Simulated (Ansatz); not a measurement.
**WS2 with La replacing W: field gradients at two levels of theory**

Cell: a supercell of WS2 (space group P6_3/mmc) built from a structure deposited in the COD, with the ions relaxed around the defect (PBE).

```cif
data_structure
_symmetry_space_group_name_H-M 'P 1'
_symmetry_Int_Tables_number 1
_cell_length_a 9.5400
_cell_length_b 9.5400
_cell_length_c 12.5000
_cell_angle_alpha 90.000
_cell_angle_beta 90.000
_cell_angle_gamma 120.000
_cell_volume 985.23
loop_
_atom_site_label
_atom_site_type_symbol
_atom_site_fract_x
_atom_site_fract_y
_atom_site_fract_z
_atom_site_occupancy
La1 La 0.11111 0.22222 0.25000 1
W2 W 0.11551 0.56634 0.25000 1
W3 W 0.11551 0.88250 0.25000 1
W4 W 0.45083 0.21782 0.25000 1
W5 W 0.45083 0.56634 0.25000 1
W6 W 0.44444 0.88889 0.25000 1
W7 W 0.76699 0.21782 0.25000 1
W8 W 0.77778 0.55556 0.25000 1
W9 W 0.76699 0.88250 0.25000 1
W10 W 0.22224 0.11109 0.75000 1
W11 W 0.22224 0.44449 0.75000 1
W12 W 0.22214 0.77774 0.75000 1
W13 W 0.55560 0.11119 0.75000 1
W14 W 0.55571 0.44452 0.75000 1
W15 W 0.55560 0.77774 0.75000 1
W16 W 0.88884 0.11109 0.75000 1
W17 W 0.88881 0.44452 0.75000 1
W18 W 0.88881 0.77763 0.75000 1
S19 S 0.11111 0.22222 0.62429 1
S20 S 0.11102 0.55557 0.62445 1
S21 S 0.11102 0.88879 0.62445 1
S22 S 0.44455 0.22231 0.62445 1
S23 S 0.44455 0.55557 0.62445 1
S24 S 0.44444 0.88889 0.62445 1
S25 S 0.77777 0.22231 0.62445 1
S26 S 0.77778 0.55556 0.62426 1
S27 S 0.77777 0.88879 0.62445 1
S28 S 0.23849 0.09484 0.11733 1
S29 S 0.23849 0.47699 0.11733 1
S30 S 0.22500 0.77917 0.12227 1
S31 S 0.55417 0.10833 0.12227 1
S32 S 0.55429 0.44381 0.12589 1
S33 S 0.55417 0.77917 0.12227 1
S34 S 0.85634 0.09484 0.11733 1
S35 S 0.88952 0.44381 0.12589 1
S36 S 0.88952 0.77905 0.12589 1
S37 S 0.11111 0.22222 0.87571 1
S38 S 0.11102 0.55557 0.87555 1
S39 S 0.11102 0.88879 0.87555 1
S40 S 0.44455 0.22231 0.87555 1
S41 S 0.44455 0.55557 0.87555 1
S42 S 0.44444 0.88889 0.87555 1
S43 S 0.77777 0.22231 0.87555 1
S44 S 0.77778 0.55556 0.87574 1
S45 S 0.77777 0.88879 0.87555 1
S46 S 0.23849 0.09484 0.38267 1
S47 S 0.23849 0.47699 0.38267 1
S48 S 0.22500 0.77917 0.37773 1
S49 S 0.55417 0.10833 0.37773 1
S50 S 0.55429 0.44381 0.37411 1
S51 S 0.55417 0.77917 0.37773 1
S52 S 0.85634 0.09484 0.38267 1
S53 S 0.88952 0.44381 0.37411 1
S54 S 0.88952 0.77905 0.37411 1
```

Sites (sets of like atoms) are named by element and the number of their first atom in this list.

First run. The numbers come from a DFT calculation in Ansatz (PBE, plane waves and PAW, scalar-relativistic, 420 eV cutoff, Γ-centred 3×3×2 k-points, Fermi–Dirac smearing 0.01 eV, cell charge -1).

| site | atom | V_zz (10²¹ V/m²) | η |
| --- | --- | --- | --- |
| La | 1 | -4.84 | 0.00 |
| W2 | 2 | -17.45 | 0.75 |
| W6 | 6 | -11.45 | 0.00 |
| W8 | 8 | -17.10 | 0.00 |
| W10 | 10 | -17.54 | 0.00 |
| W12 | 12 | -17.50 | 0.00 |
| W14 | 14 | -17.49 | 0.02 |
| S19 | 19 | -4.70 | 0.00 |
| S20 | 20 | -4.54 | 0.02 |
| S24 | 24 | -4.55 | 0.00 |
| S26 | 26 | -4.54 | 0.00 |
| S28 | 28 | -9.62 | 0.36 |
| S30 | 30 | -3.74 | 0.03 |
| S32 | 32 | -4.87 | 0.04 |

Second run. The same atoms and settings, except that the functional is r2SCAN and the cutoff is 500 eV.

Q: What does the second run give?

A: 

```tsv
site	atom	V_zz	η	change of V_zz
La	1	-6.09	0.00	-1.25
W2	2	-18.01	0.65	-0.56
W6	6	-11.33	0.00	+0.12
W8	8	-17.19	0.00	-0.09
W10	10	-17.42	0.00	+0.12
W12	12	-17.39	0.00	+0.11
W14	14	-17.39	0.02	+0.10
S19	19	-4.75	0.00	-0.05
S20	20	-4.61	0.02	-0.07
S24	24	-4.62	0.00	-0.07
S26	26	-4.60	0.00	-0.06
S28	28	-9.76	0.36	-0.14
S30	30	-3.76	0.01	-0.02
S32	32	-4.93	0.01	-0.06
```

The largest change of V_zz is on La, from -4.84 to -6.09. In per cent, |V_zz| changes by +26 on La, -1 to +3 on W, +1 to +2 on S (all sites that start above 2).

The run isn't spin-polarised, and a state with spin may lie lower. The defect repeats with the cell of 54 atoms, so it feels its images: sites between two images don't show the values beside a lone defect, and zeros or small values of η there can come from the images' arrangement. S and W carry a gradient in the pure host already, so the values there aren't the defect's effect alone. The relaxation keeps the site symmetry -6m2 of the start, so the impurity can't leave its site; a distortion that would localise the partly filled state isn't explored. A uniform background compensates the cell's charge. The defect cell has no gap above 0.1 eV on its mesh, so the values can hang on the smearing and the k-mesh. Without spin–orbit coupling the gradients at and beside W can be off by some per cent, at some sites by more.
